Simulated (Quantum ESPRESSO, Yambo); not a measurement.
A free-standing AgI monolayer (symmetry P-3m1, slab cell 17.3 Å high). The layer was cut from Materials Project entry mp-580941 and relaxed with PBEsol in a cell 17.3 Å high, with the Coulomb interaction truncated along z. Chain: norm-conserving PBEsol (Quantum ESPRESSO, 82 Ry, no spin-orbit coupling); G0W0 in Yambo (6×6×1 Γ-centred k mesh, bands 9 to 123 and a 5 Ry block in the screening, 123 bands in G with the Bruneval-Gonze terminator, plasmon pole fitted at 27.2 eV, slab-truncated Coulomb interaction, stochastic integration of W near q = 0); BSE (12×12×1 mesh, 12 valence and 4 conduction bands, static screening with 82 bands and a 3 Ry block, scissor 1.91 eV, Tamm-Dancoff, stochastic integration of W near q = 0).

- PBEsol gap (dense path) = 2.02 eV
- PBEsol gap Γ → Γ on the GW mesh = 2.02 eV
- PBEsol smallest direct gap on the GW mesh, at Γ = 2.02 eV
- G0W0 direct gap at that point = 3.93 eV
- G0W0 correction to the gap Γ → Γ = 1.91 eV
- direct gap on the BSE mesh, with the scissor = 3.93 eV
- first BSE state allowed for light along x = 2.92 eV
- lowest BSE state = 2.92 eV
- binding of the lowest exciton = 1.00 eV
- RPA in-plane polarisability along x = 2.39 Å (12×12×1 mesh, PBEsol bands)

Rough cost of the Yambo steps against G0W0 for 6 states: BSE within a factor of two, one RPA spectrum about 1/7.

Nearest settings tried, and what they do to the gap: 84 bands in W, 84 bands in G: +61 meV; 3 Ry block (169 vectors against 353): -35 meV. Not varied: mesh, cell height. So the settings aren't converged at that level. The BSE states are vertical excitations (zero momentum). Convergence of the RPA response with its 12×12×1 mesh was not tested. Convergence of the binding with the mesh was not shown.

Without spin-orbit coupling, band edges of such heavy elements can be off by tenths of an eV.

This is a model layer cut from the bulk structure; whether it is stable on its own was not checked.
